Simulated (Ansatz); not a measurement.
SnIr in space group P6/mmm (No. 191; Ir on 3f, Sn on 2d, Sn on 1a) at seven volumes, PBE in the plane-wave PAW code Ansatz, shape and atoms relaxed at each. One row is withheld.

```
V (Å³/atom)  P (GPa)
-----------  -------
18.481         18.61
19.090             ?
19.699          5.12
20.309          0.00
20.918         -4.25
21.527         -7.78
22.136        -10.70
```

Fit the shown pressures and predict the withheld one.

Third-order Birch–Murnaghan: P = (3/2)B₀(x^(7/2) − x^(5/2))[1 + (3/4)(B′ − 4)(x − 1)] with x = (V₀/V)^(2/3). Least squares on the six rows gives V₀ = 20.309 Å³/atom, B₀ = 154.9 GPa, B′ = 5.12. At V = 19.090, x = 1.0421 and P = 11.24 GPa. The run itself gave 11.26 GPa.

The start of the workflow was typed in or built on a structure type; neither database checked (COD, Materials Project) lists it. COD files the formula under space group No. 194. Its standing as an ambient phase is unchecked. The cell was relaxed with PBE under the symmetry of its start; whether a distortion lowers the energy is not shown. No spin polarisation was allowed. Spin–orbit coupling is left out wherever it is not named.

Potentials: the earlier of the program's two PAW sets.
